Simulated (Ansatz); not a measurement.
## From the elastic tensor of Al at 35 GPa (stress–strain coefficients) to moduli and sound speeds

Method: DFT LDA, scalar-relativistic, plane waves, PAW (Ansatz 0.2.0). Plane waves to 420 eV; Γ-centred k mesh 18×18×10; Fermi-Dirac smearing of 0.15 eV. No spin polarisation.

Symmetry: P6_3/mmc, No. 194, hexagonal system. Conventional cell: a = 2.596 Å, b = 2.596 Å, c = 4.248 Å, α = 90.00°, β = 90.00°, γ = 120.00°. Al (site symmetry -6m2) is surrounded by 12 Al at 2.60 Å.

In a metal, frequencies and elastic constants depend on the k mesh and the smearing, soft modes and shear constants most. Other phases may be more stable at this pressure.

Relaxed-ion constants (GPa, on the Cartesian axes of the calculation):
```
323.8 169.3 149.2   0.0   0.0   0.0
169.3 323.8 149.2   0.0   0.0   0.0
149.2 149.2 332.6   0.0   0.0   0.0
  0.0   0.0   0.0  50.0   0.0   0.0
  0.0   0.0   0.0   0.0  50.0   0.0
  0.0   0.0   0.0   0.0   0.0  77.2
```

Density 3.614 g/cm³; 2 atoms in 24.79 Å³.

The values that follow are for a polycrystal of randomly turned grains, by Hill's mean where one number stands.

With S = C⁻¹: B_V = (C11+C22+C33+2(C12+C13+C23))/9, G_V = (C11+C22+C33−C12−C13−C23+3(C44+C55+C66))/15, 1/B_R = S11+S22+S33+2(S12+S13+S23), 15/G_R = 4(S11+S22+S33−S12−S13−S23)+3(S44+S55+S66); Hill is their mean. Then v_l = √((B+4G/3)/ρ), v_t = √(G/ρ), v_m = [(2/v_t³+1/v_l³)/3]^(−1/3) and Θ = (ħ/k_B)·v_m·(6π²n/V)^(1/3) for n atoms in the volume V; E = 9BG/(3B+G), ν = (3B−2G)/(2(3B+G)) and A^U = 5G_V/G_R + B_V/B_R − 6.

```
Bulk modulus, Voigt / Reuss / Hill          : 212.8 / 212.8 / 212.8 GPa
Shear modulus, Voigt / Reuss / Hill         : 69.6 / 65.3 / 67.4 GPa
Young's modulus                             : 183 GPa
Poisson ratio                               : 0.357
Pugh ratio B/G                              : 3.16
Universal anisotropy index                  : 0.33
Longitudinal and transverse sound speeds    : 9152 and 4320 m/s
Debye temperature from the mean sound speed : 625 K
```

This form isn't the element's structure at ambient conditions.

Cost: 1 run of about 1.4 core-minutes, on Intel Xeon 6975P-C (Granite Rapids) (shared hosts).